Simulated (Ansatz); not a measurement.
NaCl:
```
NaCl
1.0
    0.00000     2.80387     2.80387
    2.80387     0.00000     2.80387
    2.80387     2.80387     0.00000
Na Cl
1 1
Direct
  0.00000   0.00000   0.00000
  0.50000   0.50000   0.50000
```

Relaxed with r²SCAN. 

HSE06 on this cell (Ansatz, a program for electronic structure, PAW) gives a gap of 6.55 eV. What does r²SCAN give?

5.97 eV.

Cost on shared cores: the r²SCAN run (SCF on a 9×9×9 mesh, then bands and DOS) around 13 core-seconds (rough), the HSE06 run (SCF on 6×6×6, then a few points) very roughly 60 core-seconds; the tasks are unlike.

Space group Fm-3m (rock salt). The r²SCAN relaxation kept the symmetry of its start.

Potentials: the later of the program's two PAW sets.

Ansatz is a plane-wave DFT program.
